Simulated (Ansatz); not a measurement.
A geometry of Cu away from equilibrium: the start of the relaxation of a generated cell, Cu placed in the AFLOW prototype A_oC4_63_c (A20). All values below come from r2SCAN (plane waves to 500 eV, PAW, scalar-relativistic; Ansatz, an electronic-structure program). Γ-centred k-mesh 15×15×8 on the run's cell (coarser than for final values), Fermi–Dirac smearing 0.05 eV.

```xyz
2
Lattice="1.1802 -2.4351 0.0000 1.1802 2.4351 0.0000 0.0000 0.0000 4.0924" Properties=species:S:1:pos:R:3:forces:R:3 pbc="T T T" free_energy=-13262.056 pressure_GPa=3.0
Cu     1.1802    -1.9370     1.0231    0.0000    1.1499    0.0000
Cu     1.1802     1.9370     3.0693    0.0000   -1.1499    0.0000
```

Positions in Å, forces in eV/Å, free energy of the cell in eV (comparable only within this code, potentials and settings). Largest force: 1.15 eV/Å, on Cu1, Cu2 (atoms numbered as listed); the geometry lies 0.20 eV/atom above the end of its relaxation.

No spin polarisation in the result.

The run could not lose the symmetry of its start, so the end can be a saddle point.

The end of the path is a generated cell of Cu: the first start was made by placing the elements on the sites of a structure type, and the end was not matched to a known phase here, so it may be hypothetical. Known forms of Cu include space group No. 225.
